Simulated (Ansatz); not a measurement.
**Zn: course of a relaxation**

Computed with DFT r2SCAN, scalar-relativistic, plane waves, PAW in Ansatz 0.2.0. (500 eV cutoff, 18×18×8 k-mesh, Gaussian smearing of 0.10 eV, no spin polarisation)

What was changed: relaxed at 3 GPa.

Command:

```bash
ansatz run input.yaml --threads 1 --pin off --max-ram 2560MiB --backend cpu --events-out ev --progress --plain --runs-dir out
```

Input:

```yaml
crystal:
  lattice:
    - [2.5708063511, 0.0, 0.0]
    - [-1.2854031755, 2.2263836083, 0.0]
    - [0.0, 0.0, 4.9436839106]
  atoms:
    - { symbol: Zn, position: [0.3333333333, 0.6666666667, 0.25] }
    - { symbol: Zn, position: [0.6666666667, 0.3333333333, 0.75] }
basis:
  ecutwfc: 500
kpoints:
  mp_grid: { grid: [18, 18, 8] }
hamiltonian:
  xc: r2scan
scf:
  occupations: { method: gaussian, width: 0.1 }
output:
  forces: true
  stress: true
  eigenvalues: true
relax:
  adjacent_minimum: "off"
  f_tol: 0.008
  max_steps: 50
  cell: { stress_tol: 0.08, p_target: 3.0 }
```

F is the free energy. Steps run on the plane waves of an earlier cell, but the last one, and at times one on the way, on a freshly chosen basis, so a repeated geometry can differ a little in energy. The relaxation lowers the enthalpy F + PV at the target pressure, so F itself can rise.

Steps:

```csv
step,F − F(1) (eV),largest force component (eV/Å),V (Å³/atom),P (GPa)
1,0.0000,0.000,14.148,2.74
2,0.0015,0.000,14.060,3.05
3,0.0076,0.000,13.938,2.34
4,0.0033,0.000,13.952,2.97
5,0.0034,0.000,13.952,2.96
```

Relaxed structure:

```xyz
2
Lattice="2.5899 0.0000 0.0000 -1.2949 2.2429 0.0000 0.0000 0.0000 4.8039" Properties=species:S:1:pos:R:3 pbc="T T T"
Zn    0.0000    1.4953    1.2010
Zn    1.2949    0.7476    3.6030
```

It takes space group P6_3/mmc (No. 194, hexagonal). The conventional cell has a = 2.590 Å, b = 2.590 Å, c = 4.804 Å, α = 90.00°, β = 90.00°, γ = 120.00°. Zn (site symmetry -6m2) is surrounded by 12 Zn at 2.59 to 2.83 Å.

The run converged. Time: 63 s on 1 thread of Arm Neoverse V1 (shared host), peak memory 0.45 GiB.